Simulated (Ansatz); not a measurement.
# Stationary points along a deformation path in Ca

The calculation used Ansatz 0.2.0, DFT PBEsol, scalar-relativistic, plane waves, PAW. The runs took a 420 eV cutoff, a Γ-centred 16×16×16 mesh and Gaussian smearing (0.15 eV). No spin polarisation. Energies are free energies at this smearing, counted from the undisturbed cell; pressure is positive in compression.

The starting cell (as given, not relaxed at this level; it stands at -1.5 GPa; this bcc form isn't the usual structure):

```
Ca
1.0
    -2.24000    2.24000    2.24000
     2.24000   -2.24000    2.24000
     2.24000    2.24000   -2.24000
Ca
1
Direct
  0.00000 0.00000 0.00000
```

At fixed volume and fractional coordinates, lengths along (0.000, 0.000, 1.000) are scaled against those across it; ρ is that ratio over its starting value. V = 44.958 Å³/atom. Δσ is the stress along the axis less the mean stress across it (compression positive).

| ρ | ΔE (meV/atom) | Δσ (GPa) | space group |
| --- | --- | --- | --- |
| 0.650 | 248.1 | 9.54 | I4/mmm |
| 0.707 | 124.3 | 6.25 | I4/mmm |
| 0.780 | 40.9 | 3.06 | I4/mmm |
| 0.850 | 8.9 | 1.09 | I4/mmm |
| 0.920 | 0.5 | 0.18 | I4/mmm |
| 0.960 | -0.1 | 0.01 | I4/mmm |
| 1.000 | 0.0 | 0.00 | Im-3m |
| 1.050 | -0.5 | 0.11 | I4/mmm |
| 1.100 | -1.9 | 0.22 | I4/mmm |
| 1.200 | -6.6 | 0.34 | I4/mmm |
| 1.300 | -11.9 | 0.33 | I4/mmm |
| 1.414 | -15.1 | 0.00 | Fm-3m |
| 1.500 | -12.4 | -0.55 | I4/mmm |

Q: How does the stress give the slope of the energy, and where is the energy stationary?

A: Along the path d ln(length) is 2/3 d ln ρ on the axis and −1/3 d ln ρ across it, so dE/d ln ρ = −(2/3) V Δσ: the energy falls with ρ where Δσ is positive. Δσ vanishes or changes sign at ρ = 0.960 (I4/mmm), a minimum at -0.1 meV/atom; at ρ = 1.000 (Im-3m), a stationary point at 0.0 meV/atom; at ρ = 1.414 (Fm-3m), a minimum at -15.1 meV/atom. Pairs of stationary points between two samples would go unseen, and could change a minimum read from distant neighbours into a maximum. At ρ = 1.000, 1.414 the cell is cubic, where symmetry alone makes the stress isotropic and the slope zero.

Q: Which shear constant sets the curvature at ρ = 1?

A: For a cubic crystal E/V = (2/3) C (ln ρ)² with C = C′ = (C11 − C12)/2, so Δσ = −2C ln ρ. The parabola of Δσ against ln ρ through ρ = 0.960, 1 and 1.050 gives C ≈ -0.5 GPa with the ions clamped, rough because the steps are large. It is the stress–strain coefficient at this cell's pressure of -1.5 GPa, not the zero-pressure constant.

Q: Integrate that slope from ρ = 1 to 0.850 by the trapezoid rule.

A: With V/N in Å³ and 1 eV/Å³ = 160.2 GPa the slopes at ρ = 1.000, 0.960, 0.920, 0.850 are 0, -1, -33, -204 meV/atom per unit of ln ρ. The steps add 0.0 + 0.7 + 9.4 = 10.1 meV/atom, against 8.9 from the energies; the trapezoid rule misses the curvature of the slope within each step.

Q: Is the start the lowest point of the path?

A: No: ρ = 1.414 lies 15.1 meV/atom lower, with no sampled rise above the start on the way. Volume and inner coordinates are held, so a relaxed structure there would lie lower still.

In a metal these slopes depend on the k mesh and the smearing.